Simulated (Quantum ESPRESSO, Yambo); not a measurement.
**Quasiparticle gap of KOH**

KOH is modelled in the monoclinic space group P2₁/c (No. 14), Pearson symbol mP12. Conventional cell: a = 5.6468 Å, b = 3.9683 Å, c = 7.8519 Å, α = γ = 90.00°, β = 112.62°. H on 4e is surrounded by 1 O at 0.976 Å and 4 K at 2.630–2.811 Å. O on 4e sees 1 H at 0.976 Å and 6 K at 2.675–3.063 Å and 1 K at 3.370 Å. K on 4e is surrounded by 4 H at 2.630–2.811 Å and 6 O at 2.675–3.063 Å and 1 O at 3.370 Å. (Neighbours: up to the widest gap in distance over summed covalent radii, below 1.35, at either atom; cation-cation contacts left out.)

The geometry is that of Materials Project entry mp-642817, symmetrised and not relaxed again.

Starting point: PBEsol (pw.x of Quantum ESPRESSO, ONCV potentials, without SOC). G0W0 in Yambo: 2×4×2 Γ-centred k mesh, 179 bands and a 6 Ry block in the screening, 179 bands in G with the Bruneval-Gonze terminator, plasmon pole fitted at 27.2 eV.

The PBEsol gap along the band path is 3.86 eV and the PBEsol gap between the mesh's edge points ((-0.5, 0, 0) → Γ) is 3.86 eV. The G0W0 gap between the same points is 6.39 eV, the PBEsol smallest direct gap on the mesh (at Γ) comes out as 3.86 eV and the G0W0 direct gap at that point is 6.41 eV.

| k point | band | E PBEsol (eV) | E QP (eV) | shift (eV) | Z |
|---|---|---|---|---|---|
| Γ | VB | 0.00 | -1.57 | -1.57 | 0.80 |
| Γ | CB | 3.86 | 4.84 | 0.98 | 0.88 |
| (0, -0.5, -0.5) | VB | -0.47 | -2.05 | -1.58 | 0.81 |
| (0, -0.5, -0.5) | CB | 6.83 | 8.51 | 1.68 | 0.87 |
| (-0.5, 0, 0) | VB | 0.00 | -1.55 | -1.55 | 0.80 |
| (-0.5, 0, 0) | CB | 5.89 | 7.16 | 1.27 | 0.87 |
| (-0.5, -0.5, -0.5) | VB | -0.43 | -2.06 | -1.63 | 0.81 |
| (-0.5, -0.5, -0.5) | CB | 6.56 | 8.07 | 1.51 | 0.88 |

Energies count from the PBEsol valence-band maximum.

Nearest settings tried, and what they do to the gap: 76 bands in G: +25 meV; 90 bands in W: +147 meV; 2×2×1 mesh: +25 meV. Not varied: block. So the settings aren't converged at that level.
